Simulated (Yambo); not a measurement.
Quantum ESPRESSO input (PBEsol, PseudoDojo standard norm-conserving files, scalar-relativistic) whose wavefunctions are converted with p2y:

```
&CONTROL
  calculation = 'nscf'
  pseudo_dir = './pseudo'
  outdir = './out'
/
&SYSTEM
  ibrav = 0
  nat = 6
  ntyp = 3
  ecutwfc = 70.0
  ecutrho = 280.0
  occupations = 'fixed'
  force_symmorphic = .true.
  nbnd = 374
/
&ELECTRONS
  conv_thr = 6.000000000000001e-09
  diago_full_acc = .true.
  diago_thr_init = 1e-08
/
ATOMIC_SPECIES
Ca 40.0780 Ca.upf
Sr 87.6200 Sr.upf
I 126.9045 I.upf
CELL_PARAMETERS angstrom
  6.908608271000   0.000000000000   0.003529022000
  0.000000000000   4.568317574000   0.000000000000
 -0.026401954000   0.000000000000   7.947030566000
ATOMIC_POSITIONS crystal
Ca   0.000000000000   0.500000000000   0.500000000000
Sr   0.000000000000   0.000000000000   0.000000000000
I   0.255314120900   0.000000000000   0.345406829400
I   0.744685879100   0.000000000000   0.654593170600
I   0.264635556100   0.500000000000   0.820960599200
I   0.735364443900   0.500000000000   0.179039400800
K_POINTS automatic
1 2 1 0 0 0
```

Yambo's initialisation report on symmetry, reciprocal space, the k grid and the gaps on this mesh:

```
  [02.02] Symmetries
  ==================

  Inversion symmetry    : yes
  Spatial inversion     : yes
  Inversion index       :  3
  K-space Time-reversal : no
  Magnetic symmetries   : no
  Group table correct   : yes
  Symmetries units      :  [cc]

  [02.03] Reciprocal space
  ========================

  nG shells         :   33443
  nG charge         :  133859
  nG WFs            :  18747
  nC WFs            :  16730
  G-vecs. in first 80 shells:  [ Number ]
    1   3   5   7   9  11  13  17  21
    23   25   27   31   35   37   39   43   47
    51   55   57   59   63   65   69   71   73
    75   79   81   85   89   91   93   97  101
   105  109  111  113  117  121  125  127  131
   133  137  139  143  147  149  151  155  159
   163  167  171  175  179  183  187  191  195
   197  199  203  205  207  209  213  217  219
   221  225  229  233  237  241  245  249
  ...
  Shell energy in first 80 shells:  [ mHa ]
     0.0000   87.5227  115.8122  202.7688  203.9010  264.8619  350.0909  352.3846  380.6740
   463.2487  464.7709  467.0353  467.6307  468.7629  549.6392  551.9036  614.9528  728.1105
   729.6328  731.8972  787.7046  811.0752  814.5011  815.6040  816.7655  901.8185  905.2151
    1042.31      1052.57      1059.45      1075.94      1080.47      1128.13      1131.53      1146.97      1166.68
    1170.08      1175.26      1247.56      1254.35      1262.22      1263.35      1307.17      1389.00      1393.00
    1395.80      1396.39      1400.36      1409.54      1512.42      1513.91      1518.44      1519.21      1522.70
    1524.22      1526.48      1609.09      1611.35      1653.87      1660.66      1665.23      1778.77      1783.30
    1824.92      1835.11      1847.15      1852.99      1859.08      1868.14      1870.52      1875.05      1938.25
    1942.78      1961.27      1964.66      2089.78      2099.97      2101.76      2117.86      2123.95
  ...

  [02.04] K-grid lattice
  ======================

  Compatible Grid is   : 1D
  Base K vectors       :  K_min[ 1 ]  K_min[ 2 ]  K_min[ 3 ]
  K_min[ 1 ] :  0.000000 -0.500000  0.000000 [rlu]
  Grid dimensions      :  2
  K lattice UC volume  :  0.073276 [a.u.]

  IBZ K-points                                      :  2
  BZ  K-points                                      :  2

  K/Q-points units:
  rlu = crystal or reduced units; cc = cartesian coordinates; iku = interal k-units

  K [1]          [rlu]:  0.000000  0.000000  0.000000
         WF components:  16723
  K [2]          [rlu]:  0.000000 -0.500000  0.000000
         WF components:  16730

  [02.05] Energies & Occupations
  ==============================

  [X] === General ===
  [X] Electronic Temperature                        :  0.000000  0.000000 [eV K]
  [X] Bosonic    Temperature                        :  0.000000  0.000000 [eV K]
  [X] Finite Temperature mode                       : no
  [X] El. density                                   :  0.19138E+24 [cm-3]
  [X] Fermi Level                                   :  2.907981 [eV]

  [X] === Gaps and Widths ===
  [X] Conduction Band Min                           :  3.380257 [eV]
  [X] Valence Band Max                              :  0.000000 [eV]
  [X] Filled Bands                                  :  24
  [X] Empty Bands                                   :    25   374
  [X] Direct Gap                                    :  3.380257 [eV]
  [X] Direct Gap localized at k                     :  1
  [X] Indirect Gap                                  :  3.380257 [eV]
  [X] Indirect Gap between kpts                     :  1  1
  [X] Last valence band width                       :  0.700502 [eV]
  [X] 1st conduction band width                     :  0.860515 [eV]
```
The gaps are PBEsol values on this mesh alone; only operations without fractional translations are kept.

Spin-orbit coupling is not included.

Geometry relaxed with PBE+D3(BJ).
